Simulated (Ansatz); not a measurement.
BaCuTeF:
```xyz
8
Lattice="4.4200 0.0000 0.0000 0.0000 4.4200 0.0000 0.0000 0.0000 9.4271" Properties=species:S:1:pos:R:3 pbc="T T T"
Ba     0.0000     2.2100     6.1906
Ba     2.2100     0.0000     3.2365
Cu     0.0000     0.0000     0.0000
Cu     2.2100     2.2100     0.0000
Te     2.2100     0.0000     7.9210
Te     0.0000     2.2100     1.5061
F      2.2100     2.2100     4.7135
F      0.0000     0.0000     4.7135
```

Relaxed with r²SCAN. Independent-particle spectrum: no excitons, no local fields, no scissors shift; 0.1 eV broadening; ε₁ of the summed bands alone.

Task: Tabulate the dielectric function from the program Ansatz at the r²SCAN level (PAW).

Result: 

```
E (eV)  ε₁ xx  ε₂ xx  ε₁ zz  ε₂ zz
------  -----  -----  -----  -----
0.0      6.98   0.00   5.87   0.00
0.3      7.01   0.00   5.89   0.00
0.6      7.11   0.00   5.94   0.00
0.9      7.29   0.00   6.04   0.00
1.2      7.59   0.00   6.18   0.00
1.5      7.99   0.05   6.38   0.01
1.8      8.76   0.05   6.65   0.02
2.1      9.79   0.81   7.05   0.03
2.4     10.73   1.94   7.64   0.07
2.7     11.44   2.88   8.60   0.20
3.0     14.49   7.56  10.32   1.06
3.3      8.01  13.65  11.25   3.52
3.6      1.88   7.63  10.17   8.07
3.9      5.05   5.41   8.61   8.09
4.2      5.58   8.47   4.47  10.66
4.5      3.53   8.70   2.80   8.49
4.8      0.79   7.76   1.92   5.97
5.1      0.82   4.99   2.36   5.15
5.4      2.03   4.17   2.75   2.97
5.7      3.86   4.84   7.35   3.95
6.0      2.61   7.31   4.60  10.76
6.3     -0.29   7.21  -1.71   9.07
6.6      0.08   6.55  -0.78   4.70
6.9     -0.29   5.67   2.60  10.87
7.2     -2.25   4.41  -3.84   4.22
7.5     -1.24   3.00  -2.14   2.90
7.8     -0.41   3.00  -1.24   2.26
8.1     -0.49   2.99  -0.63   2.08
8.4     -0.71   2.60  -0.20   1.96
8.7     -0.56   2.33   0.05   2.31
9.0     -0.15   2.02   0.21   2.17
9.3      0.11   2.23   0.06   2.27
9.6      0.06   2.19   0.27   2.14
9.9      0.26   2.15   0.17   1.93
10.2    -0.05   2.41   0.59   2.08
10.5    -0.17   2.37   0.41   2.56
10.8    -0.68   2.10  -0.62   2.42
11.1    -0.47   1.50  -0.60   1.79
11.4    -0.38   1.34  -0.38   1.33
11.7    -0.23   1.25  -0.06   1.17
12.0    -0.16   1.12  -0.06   1.30
```

With all bands, ε∞ without local fields is 7.13 (xx = yy), 6.02 (zz). DFPT, with local fields, gives 6.89 (xx = yy), 4.63 (zz).

Space group P4/nmm. The first step of the workflow began from a Materials Project structure, measured or hypothetical; the Crystallography Open Database copy checked does not list it. Whether it is the stable phase at ambient conditions was not checked. The r²SCAN relaxation kept the symmetry of its start; phonons show weakly imaginary modes. No spin polarisation was allowed. No Hubbard U is applied. Scalar-relativistic: spin–orbit coupling is off unless named, which matters more the heavier the elements.

Potentials: the earlier of the program's two PAW sets. The files were generated under PBE; for other functionals the program regenerates the frozen cores, and for LDA and PBEsol the local potential too.
